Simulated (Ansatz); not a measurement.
Au (fcc, Cu type)

```
Au
1.0
    4.08334     0.00000     0.00000
    0.00000     4.08334     0.00000
    0.00000     0.00000     4.08334
Au
4
Cartesian
  0.00000   0.00000   0.00000
  2.04167   2.04167   0.00000
  2.04167   0.00000   2.04167
  0.00000   2.04167   2.04167
```

In each cell atom 3 (Au, nearest neighbour Au at 2.887 Å; its periodic images, 4.1 Å or more away, move with it) moves by s·(1.000, 0.000, 0.000) (along Cartesian x), the rest being held.

Level of theory: PBEsol (plane waves to 420 eV, PAW, scalar-relativistic; Ansatz, a first-principles code). k mesh 9×9×9 (Γ-centred), Fermi-Dirac smearing 0.05 eV. Stress and pressure are positive under compression. With partly filled bands, energies and forces of such displacements shift with the k mesh and the smearing. Au was relaxed with its symmetry unable to fall. Spin-orbit coupling is left out, though Au is heavy. The PAW data are Ansatz's earlier set. 

```csv
s (Å),P (GPa)
-0.290,(withheld)
-0.232,2.2
-0.174,1.2
-0.116,0.5
-0.058,0.1
0.000,-0.1
0.058,0.1
0.116,0.5
0.174,1.2
0.232,2.2
0.290,(withheld)
```

Q: Fill in the missing entries.

A: 
- -0.290, P (GPa): 3.6
- 0.290, P (GPa): 3.6

(A displaced cell: forces are minus the slopes of the energy, force constants its curvatures, and phonons follow from these.)
